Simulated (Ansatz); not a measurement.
A 2-atom cell of CdS (F-43m) from a materials database (r2SCAN geometry), in Ansatz:

```xyz
2
Lattice="0.0000 2.9392 2.9392 2.9392 0.0000 2.9392 2.9392 2.9392 0.0000" Properties=species:S:1:pos:R:3 pbc="T T T"
Cd    0.0000    0.0000    0.0000
S     1.4696    1.4696    1.4696
```

G0W0@PBE with 376 empty bands, a screening cutoff of 220 eV and a 6×6×6 mesh (PAW, contour deformation) gives 1.883 eV over the mesh points, from a PBE gap of 1.094 eV; it sums over 389 bands with 339 plane waves in the screening and a wave cutoff of 420 eV. No extrapolation in bands, cutoff or mesh was made for G0W0. The values are computed, spin-unpolarised, and not measurements.

Question: Estimate the gap with empty bands 151, screening cutoff 120 eV.

Answer: 1.841 eV (-0.042 eV), from a Kohn-Sham gap of 1.094 eV.

Question: Estimate the gap with starting point HSE06.

Answer: 2.493 eV (+0.610 eV), from a Kohn-Sham gap of 2.106 eV.

Question: Estimate the gap with frequency model Godby-Needs pole.

Answer: 1.939 eV (+0.056 eV), from a Kohn-Sham gap of 1.094 eV.

Question: Another run gave a Kohn-Sham gap of 1.542 eV and a G0W0 gap of 2.201 eV, summing over 389 bands with 339 plane waves in the screening and a wave cutoff of 500 eV. What was changed?

Answer: Starting point r2SCAN, with them a wave cutoff of 500 eV. The Kohn-Sham gap has moved while bands and screening basis stay; the higher wave cutoff is that of a meta-GGA.

The runs are scalar-relativistic, without spin-orbit coupling.

With a shallow d shell on the cation, G0W0 converges slowly in bands and cutoff, so these values are in doubt.
